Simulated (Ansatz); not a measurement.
Structure types of Ru were relaxed at one common pressure (all-electron LAPW in Ansatz 0.2.0 under PBEsol, scalar-relativistic, no spin polarisation, zero temperature). They take these volumes:

```
            type  space group  V (Å³/atom)
             bcc        Im-3m         5.69
             hcp     P6_3/mmc         5.69
        beta tin     I4_1/amd         5.86
              sc        Pm-3m         5.96
simple hexagonal       P6/mmm         5.82
```

Problem. At about which pressure, and is the densest type also the lowest in enthalpy?

Solution. 1900 GPa. The densest types tie within 0.02 Å³/atom, and hcp is the lowest in enthalpy.
